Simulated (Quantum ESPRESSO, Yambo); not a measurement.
PNO (space group I2_12_12_1, No. 24): one geometry, one set of LDA (pw.x of Quantum ESPRESSO, ONCV potentials, no spin-orbit coupling) orbitals, self-energies from Yambo (4×4×4 Γ-centred k mesh, 109 bands and a 7 Ry block in the screening, 109 bands in G with the Bruneval-Gonze terminator, plasmon pole fitted at 27.2 eV).

| level | gap (-0.5, -0.5, -0.5) → Γ (eV) | direct gap at Γ (eV) |
|---|---|---|
| LDA (Quantum ESPRESSO) | 5.11 | 5.54 |
| exchange only (Hartree-Fock self-energy on LDA orbitals) | [?] | [?] |
| static COHSEX@LDA | 8.33 | 8.81 |
| G0W0@LDA, plasmon pole | [?] | [?] |

### Question
Complete the blanks.

### Answer

- exchange only (Hartree-Fock self-energy on LDA orbitals), gap (-0.5, -0.5, -0.5) → Γ (eV): 14.51
- exchange only (Hartree-Fock self-energy on LDA orbitals), direct gap at Γ (eV): 15.19
- G0W0@LDA, plasmon pole, gap (-0.5, -0.5, -0.5) → Γ (eV): 7.39
- G0W0@LDA, plasmon pole, direct gap at Γ (eV): 7.93

Bare exchange has no screening and gives the widest gap; static COHSEX screens it but leaves out the frequency dependence, which G0W0 restores.

Convergence of the G0W0 settings was not tested.

Geometry of the Materials Project entry, not relaxed at this level; primitive cell a = 4.7870 Å, b = 4.7870 Å, c = 4.7870 Å, α = 124.64°, β = 120.14°, γ = 85.96°.

The structure is a Materials Project entry; no match was found in the copy of COD used, and its stability was not checked.
